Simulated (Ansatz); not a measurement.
Theory: DFT PBE, scalar-relativistic, plane waves, PAW (Ansatz). All cells share a 420 eV cutoff and Γ-centred k meshes spaced about 0.3 Å⁻¹ or finer (0.25 for metals, 2π included). No spin polarisation in the final relaxations.

These are static total energies at zero pressure. All come from trial cells, and lower structures may exist.

Question: Order these relaxed structures of Sn2TeO3 by energy, lowest first, with the energy over the lowest of them.
A.

```cif
data_structure
_symmetry_space_group_name_H-M 'Immm'
_symmetry_Int_Tables_number 71
_cell_length_a 3.4708
_cell_length_b 4.0994
_cell_length_c 18.7796
_cell_angle_alpha 90.000
_cell_angle_beta 90.000
_cell_angle_gamma 90.000
_cell_volume 267.20
loop_
_atom_site_label
_atom_site_type_symbol
_atom_site_symmetry_multiplicity
_atom_site_Wyckoff_symbol
_atom_site_fract_x
_atom_site_fract_y
_atom_site_fract_z
_atom_site_occupancy
Sn1 Sn 4 j 0.00000 0.50000 0.68682 1
Te1 Te 2 d 0.00000 0.50000 0.00000 1
O1 O 2 a 0.00000 0.00000 0.00000 1
O2 O 4 i 0.00000 0.00000 0.74120 1
```

B.

```cif
data_structure
_symmetry_space_group_name_H-M 'Amm2'
_symmetry_Int_Tables_number 38
_cell_length_a 3.2513
_cell_length_b 7.0943
_cell_length_c 9.1331
_cell_angle_alpha 90.000
_cell_angle_beta 90.000
_cell_angle_gamma 90.000
_cell_volume 210.66
loop_
_atom_site_label
_atom_site_type_symbol
_atom_site_symmetry_multiplicity
_atom_site_Wyckoff_symbol
_atom_site_fract_x
_atom_site_fract_y
_atom_site_fract_z
_atom_site_occupancy
Sn1 Sn 2 a 0.00000 0.50000 0.54528 1
Sn2 Sn 2 b 0.50000 0.50000 0.93650 1
Te1 Te 2 a 0.00000 0.50000 0.20682 1
O1 O 4 e 0.50000 0.18575 0.00508 1
O2 O 2 a 0.00000 0.50000 0.78124 1
```

C.

```cif
data_structure
_symmetry_space_group_name_H-M 'P3m1'
_symmetry_Int_Tables_number 156
_cell_length_a 3.2742
_cell_length_b 3.2742
_cell_length_c 13.6237
_cell_angle_alpha 90.000
_cell_angle_beta 90.000
_cell_angle_gamma 120.000
_cell_volume 126.48
loop_
_atom_site_label
_atom_site_type_symbol
_atom_site_symmetry_multiplicity
_atom_site_Wyckoff_symbol
_atom_site_fract_x
_atom_site_fract_y
_atom_site_fract_z
_atom_site_occupancy
Sn1 Sn 1 a 0.00000 0.00000 0.04097 1
Sn2 Sn 1 a 0.00000 0.00000 0.43883 1
Te1 Te 1 b 0.33333 0.66667 0.67658 1
O1 O 1 b 0.33333 0.66667 0.11322 1
O2 O 1 c 0.66667 0.33333 0.96762 1
O3 O 1 c 0.66667 0.33333 0.36279 1
```

Answer: C (0 meV/atom), A (81 meV/atom), B (101 meV/atom). Forms: C P3m1; A Immm; B Amm2. Counting O or Te atoms around Sn (for each partner element, those within 1.25 times its shortest distance or 1.15 times the sum of covalent radii, where it is the nearest in units of that sum or under 1.3; a plus sign parts groups by distance over the sum of covalent radii; a slash parts the counts of unlike sites): C has Sn 3/6; A has Sn 4; B has Sn 6/6+2.

Weakly bound directions are ill-defined at this level, which has no dispersion term (P3m1, Immm), and this can change margins and order among such cells. Spin–orbit coupling, which can matter for Te, is left out. The zero gap of Immm may come from the functional, which often closes small gaps. The P3m1 cell has imaginary phonons, to 110i cm⁻¹ on its k mesh, which in a cell without a gap can be an artefact. Without a clear test, and held by symmetry: Immm and Amm2.

Some candidate types were left out of the draw beforehand, so a known form may be missing.
